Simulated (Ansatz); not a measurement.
## Computed properties of CoPtRh

CoPtRh:
```
CELL_PARAMETERS angstrom
      2.70405     0.00000     0.00000
     -1.35202     2.34177     0.00000
      0.00000     0.00000     6.56238
ATOMIC_POSITIONS crystal
  Co 0.00000 0.00000 0.99384
  Pt 0.33333 0.66667 0.32185
  Rh 0.66667 0.33333 0.68431
```
The run is spin-polarised; directions of the spins, atom by atom: ↑ 0 ↑.

Space group P3m1 (No. 156); conventional cell a = 2.7040 Å, b = 2.7040 Å, c = 6.5624 Å, α = 90.00°, β = 90.00°, γ = 120.00°.

Method: PBE in the plane-wave PAW code Ansatz. The cell and atoms are relaxed at this level. Other levels are named where they apply.

**Cell and energy**

```json
{
  "volume_per_atom": "13.85 Å³",
  "density": "14.26 g/cm³",
  "Formation energy from the elements (no fitted shifts)": "0.000 eV/atom"
}
```

**Electronic structure**

```json
{
 "electronic_character": "metallic (no gap)",
 "Density of states at the Fermi level": "1.4 states/eV per atom (mean over ±0.08 eV)"
}
```

**Magnetism**

```json
{
  "magnetic_order": "ferromagnetic",
  "net_moment": "0.92 μB per atom"
}
```

The start of the workflow was typed in or built on a structure type; neither database checked (COD, Materials Project) lists it. Whether it is the stable phase at ambient conditions was not checked. Symmetry was held in the PBE relaxation; whether a distortion lowers the energy is not shown. The final state is ferromagnetic, chosen from 3 collinear starts compared on coarse meshes (ties went to the first, and starts can fall back to one state), not a proven ground state. Axis ratios of metals converge slowly with the k-mesh, so a and c are less sure than the volume. The references are the lowest solids computed at this level, not always the standard phases. Spin–orbit coupling is left out wherever it is not named.

Potentials: the earlier of the program's two PAW sets.
